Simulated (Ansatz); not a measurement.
# Structure relaxation, Nb2C

The relaxed structure here is a generated cell of Nb2C: the first start was made by a random draw of sites in a space group, and the end was not matched to a known phase here, so it may be hypothetical.

The start is a randomly generated symmetric cell of Nb2C (space group No. 191). A full variable-cell relaxation at zero pressure is run with PBE (plane waves to 420 eV, PAW, scalar-relativistic; Ansatz, a first-principles code). The first steps use a coarse 4×4×7 k-mesh.

Input geometry:
```
CELL_PARAMETERS angstrom
      6.93601     0.00000     0.00000
     -3.46800     6.00676     0.00000
      0.00000     0.00000     3.58509
ATOMIC_POSITIONS crystal
  C  0.00000 0.00000 0.50000
  C  0.33333 0.66667 0.50000
  C  0.66667 0.33333 0.50000
  Nb 0.17267 0.34535 0.00000
  Nb 0.65465 0.82733 0.00000
  Nb 0.17267 0.82733 0.00000
  Nb 0.82733 0.65465 0.00000
  Nb 0.34535 0.17267 0.00000
  Nb 0.82733 0.17267 0.00000
```

How much energy is released per atom?

About 1.5 eV/atom.

What band gap does the relaxed structure have at this level?

No gap (metallic).

Give the final cell and atomic positions.


Space group P6/mmm (No. 191); a = b = 7.386 Å, c = 2.865 Å, α = β = 90.00°, γ = 120.00°

| atom | site | symmetry | x | y | z |
|---|---|---|---|---|---|
| C | 1b | 6/mmm | 0.0000 | 0.0000 | 0.5000 |
| C | 2d | -6m2 | 0.3333 | 0.6667 | 0.5000 |
| Nb | 6l | mm2 | 0.2022 | 0.4045 | 0.0000 |

The space group stays P6/mmm (No. 191) (the run could not lower it), with 9 atoms in the primitive cell. Final values are on a 8×8×16 k-mesh of the relaxed cell. The start holds a very short contact (Nb–Nb 2.07 Å). No spin polarisation in the result.

The run could not lower the symmetry of its start; a shaken copy of this end point relaxes with PBE to C2/m (No. 12), 1.21 eV/atom lower.
